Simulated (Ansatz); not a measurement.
Computed with DFT PBE, scalar-relativistic, plane waves, PAW (Ansatz 0.2.0). All cells share a 420 eV cutoff and Γ-centred k meshes spaced about 0.3 Å⁻¹ or finer (0.25 for metals, 2π included). No spin polarisation.

All energies are static (0 K, no zero-point motion).

Two relaxed structures of ZrAl3B3N:

1.

```
Zr Al B N
1.0
     3.01765    0.00000    0.00000
    -1.50883    2.61336    0.00000
     0.00000    0.00000   11.41404
Zr Al B N
1 3 3 1
Direct
  0.33333 0.66667 0.01052
  0.33333 0.66667 0.31402
  0.66667 0.33333 0.52555
  0.00000 0.00000 0.73037
  0.66667 0.33333 0.17561
  0.00000 0.00000 0.16571
  0.66667 0.33333 0.84921
  0.00000 0.00000 0.41900
```

2.

```
Zr Al B N
1.0
     3.36934    0.00000    0.00000
     0.92626    5.41891    0.00000
     0.72394    2.10170    5.30950
Zr Al B N
1 3 3 1
Direct
  0.64696 0.05954 0.29507
  0.07325 0.54076 0.89689
  0.18435 0.57713 0.38286
  0.76600 0.14085 0.77697
  0.62393 0.58998 0.63716
  0.27190 0.91793 0.01385
  0.45258 0.84898 0.74819
  0.09354 0.33520 0.24051
```

Question: Which is lower in energy, and by how much?

Answer: They are level within the accuracy (2 meV/atom apart, with cell 1 the lower in these runs). Cell 1 has space group P3m1 (No. 156), 11.3 Å³/atom and no gap on its mesh; cell 2 has space group P1 (No. 1), 12.1 Å³/atom and no gap. Counting B or N atoms around Al and Zr (for each partner element, those within 1.25 times its shortest distance or 1.15 times the sum of covalent radii, where it is the nearest in units of that sum or under 1.3; a plus sign parts groups by distance over the sum of covalent radii; a slash parts the counts of unlike sites), cell 1 has Zr 9, Al 3/9 and cell 2 has Zr 6, Al 4/4+1/6. Cell 1 holds B–B nets (shortest 1.75 Å); cell 2 holds B–B units of three or more atoms (shortest 1.73 Å). In cell 1, around Zr lie 9 B at 2.48–2.57 Å and 6 Zr at 3.02 Å; around Al on its first site lie 3 N at 2.11 Å and 6 B at 2.35–2.43 Å; B on its first site has 3 B at 1.75 Å, 3 Al at 2.35 Å and 3 Zr at 2.57 Å; N has 6 Al at 2.11–2.12 Å; 4 more sites not described. In cell 2, Zr has 2 N at 2.17–2.22 Å, 4 B at 2.47–2.69 Å, 2 Al at 2.83–2.86 Å and 5 Al at 3.06–3.28 Å; around Al on its first site lie 1 N at 1.87 Å, 3 B at 2.14–2.22 Å, 1 B at 2.48 Å, 1 B at 2.62 Å, 5 Al at 2.87–3.13 Å, 2 Zr at 3.19–3.28 Å and 2 B at 3.20–3.28 Å; B on its first site is surrounded by 1 B at 1.76 Å, 5 Al at 2.17–2.27 Å and 1 Zr at 2.59 Å; N has 2 Al at 1.87–1.89 Å and 2 Zr at 2.17–2.22 Å; 4 more sites not described. Both come from trial cells of a structure search, whose lowest cell (R3m, 11.2 Å³/atom) lies 48 meV/atom below the lower of the two.

The k mesh leaves some 4 meV/atom of noise in the energy of each metallic cell. Trial moments fell under 0.15 μB along the way in P3m1 and P1; another start might hold them. With atoms moved at random, cell 1 (by 48 meV/atom) fell into a lower structure and cell 2 came back. Some types were kept out of the candidates beforehand, so the set may lack a known form.
